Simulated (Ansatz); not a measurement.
Starting cell, Ga2O3 (beta-Ga2O3 type, space group C2/m):

```yaml
crystal:
  lattice:
    - [6.22799, -1.54164, 0.00000]
    - [6.22799, 1.54164, 0.00000]
    - [-1.39171, 0.00000, 5.71014]
  atoms:
    - { symbol: Ga, position: [0.08990, 0.08990, 0.79472] }
    - { symbol: Ga, position: [0.91010, 0.91010, 0.20528] }
    - { symbol: Ga, position: [0.65849, 0.65849, 0.31418] }
    - { symbol: Ga, position: [0.34151, 0.34151, 0.68582] }
    - { symbol: O, position: [0.16348, 0.16348, 0.10915] }
    - { symbol: O, position: [0.83652, 0.83652, 0.89085] }
    - { symbol: O, position: [0.17370, 0.17370, 0.56434] }
    - { symbol: O, position: [0.82630, 0.82630, 0.43566] }
    - { symbol: O, position: [0.49601, 0.49601, 0.25670] }
    - { symbol: O, position: [0.50399, 0.50399, 0.74330] }
```

The atoms are displaced by Q × the pattern below (from a DFPT mode at Γ, largest move 1; Q in Å), at fixed cell.

| atom | x | y | z |
|---|---|---|---|
| Ga1 | 0.019 | 0.000 | -0.364 |
| Ga2 | 0.019 | 0.000 | -0.364 |
| Ga3 | 0.233 | 0.000 | 0.351 |
| Ga4 | 0.233 | 0.000 | 0.351 |
| O5 | -1.000 | 0.000 | -0.027 |
| O6 | -1.000 | 0.000 | -0.027 |
| O7 | 0.082 | 0.000 | 0.029 |
| O8 | 0.082 | 0.000 | 0.029 |
| O9 | -0.178 | 0.000 | 0.052 |
| O10 | -0.178 | 0.000 | 0.052 |

Calculation: PBE (plane waves to 420 eV, PAW, scalar-relativistic; Ansatz, a first-principles code). k mesh 11×11×6 (Γ-centred), Fermi-Dirac smearing 0.05 eV. Energies are smeared free energies. Stress and pressure are positive under compression. Ga2O3 was relaxed with its symmetry unable to fall. The PAW data are Ansatz's earlier set. The zero of ΔE is the undisplaced structure.

```tsv
Q (Å)	P (GPa)	−dE/dQ from forces (eV/Å)	ΔE (meV/cell)
-0.280	-0.08	4.880	[?]
-0.233	-0.08	4.002	458
-0.187	-0.06	3.157	[?]
-0.140	-0.04	2.341	[?]
-0.093	-0.02	1.547	72
-0.047	0.00	0.769	18
0.000	0.01	0.000	0
0.047	0.00	-0.769	18
0.093	-0.02	-1.547	72
0.140	-0.04	-2.341	[?]
0.187	-0.06	-3.157	[?]
0.233	-0.08	-4.002	458
0.280	-0.08	-4.880	[?]
```

**Question.** Complete the blanks.

**Answer.** 
- -0.280, ΔE (meV/cell): 665
- -0.187, ΔE (meV/cell): 291
- -0.140, ΔE (meV/cell): 163
- 0.140, ΔE (meV/cell): 163
- 0.187, ΔE (meV/cell): 291
- 0.280, ΔE (meV/cell): 665

(A displaced cell: forces are minus the slopes of the energy, force constants its curvatures, and phonons follow from these.)
